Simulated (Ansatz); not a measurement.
# MgCd₃: do energies and stresses tell the same story?

Method: DFT r2SCAN, scalar-relativistic, plane waves, PAW (Ansatz).

Plane waves to 500 eV, a k mesh through Γ of 10×10×10 on the computed 4-atom cell and Gaussian smearing (0.10 eV); no spin polarisation.

Relaxed cell: Pm-3m, a = 4.397 Å, b = 4.397 Å, c = 4.397 Å, α = 90.00°, β = 90.00°, γ = 90.00°, 4 atoms in the primitive cell. Whether it is the stable form of this composition wasn't checked.

Energies at zero smearing and pressures from the stress tensor, at volumes with shape and atoms relaxed:
```tsv
V (Å³/atom)	E − E(first) (meV/atom)	P (GPa)
19.978	0.00	3.85
20.615	-11.05	1.75
21.253	-14.43	-0.02
21.891	-11.37	-1.49
22.528	-2.93	-2.72
```

Check P = −dE/dV between neighbouring volumes, and get the bulk modulus from the pressures alone.

With 1 eV/Å³ = 160.2 GPa:
| middle V (Å³/atom) | −ΔE/ΔV (GPa) | mean P (GPa) |
| --- | --- | --- |
| 20.297 | 2.776 | 2.798 |
| 20.934 | 0.851 | 0.865 |
| 21.572 | -0.769 | -0.752 |
| 22.209 | -2.122 | -2.103 |

The two differ by 0.02 GPa at most. The mean of two end pressures misses the average over a step by about ΔV² P″/12, up to 0.03 GPa here; with that taken off 0.01 GPa remains. Around V = 21.253 Å³/atom, the two neighbours give B = −V ΔP/ΔV = 21.253 × 3.23 / 1.275 = 53.9 GPa, against B0 = 53.8 GPa from the Birch–Murnaghan fit of the energies.

Cost: 6 runs of about 4.6 core-minutes in all, on Arm Neoverse V1 (shared hosts).